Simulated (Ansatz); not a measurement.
YCBr in space group C2/m (No. 12; Y on 4i, C on 4i, Br on 4i), plane-wave PAW PBE+D3(BJ) (Ansatz code), all energies at zero smearing, with the estimated change up to a 700 eV cutoff added, with one set of potentials and settings (totals compare only within such a set). Cell of 6 atoms (2 Y, 2 C, 2 Br): -13773.774 eV.

| element | reference phase | E (eV/atom) |
|---|---|---|
| Y | P6_3/mmc, 2 atoms in the cell | -3849.0120 |
| C | P6_3/mmc, 4 atoms in the cell | -251.0887 |
| Br | Cmce, 4 atoms in the cell | -2783.3876 |

Formation energy per atom, worked out: (-13773.774 − 2×(-3849.0120) − 2×(-251.0887) − 2×(-2783.3876))/6 = -1.133 eV/atom (-109 kJ per mol of atoms), at 0 K, without zero-point energy or fitted corrections.

The workflow started from a Materials Project entry (that database holds measured and hypothetical structures alike); the Crystallography Open Database copy checked does not list it. Whether it is the stable phase at ambient conditions was not checked. Symmetry was held in the PBE+D3(BJ) relaxation; of distortions, only those at the zone centre were tested. No spin polarisation was allowed. The references are the lowest solids computed at this level, not always the standard phases.

Potentials: the later of the program's two PAW sets.
